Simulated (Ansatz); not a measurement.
Given:

LiMoN2:
```
CELL_PARAMETERS angstrom
      1.44589     0.83478     5.30861
     -1.44589     0.83478     5.30861
      0.00000    -1.66957     5.30861
ATOMIC_POSITIONS crystal
  Li 0.58682 0.58682 0.58682
  Mo 0.41413 0.41413 0.41413
  N  0.15674 0.15674 0.15674
  N  0.00362 0.00362 0.00362
```

This is the r²SCAN-relaxed structure.

**Question.** All from r²SCAN (plane waves, PAW; program Ansatz), unless another level is named. Predict the electronic character.

**Answer.** metallic (no gap).

**Question.** What about the density of states at the Fermi level?

**Answer.** 0.68 states/eV per atom (mean over ±0.08 eV).

**Question.** Predict the formation energy from the elements (no fitted shifts).

**Answer.** -0.62 eV/atom.

Space group R3m. The workflow started from a Materials Project entry (that database holds measured and hypothetical structures alike); the Crystallography Open Database copy checked does not list it. Whether it is the stable phase at ambient conditions was not checked. The r²SCAN relaxation kept the symmetry of its start; whether a distortion lowers the energy is not shown. No spin polarisation was allowed. With an odd number of electrons in the cell and no spin polarisation, the count alone makes it a metal. The references are the lowest solids computed at this level, not always the standard phases (solids in place of the gases). Scalar-relativistic: spin–orbit coupling is off unless named, which matters more the heavier the elements.

Potentials: the later of the program's two PAW sets.
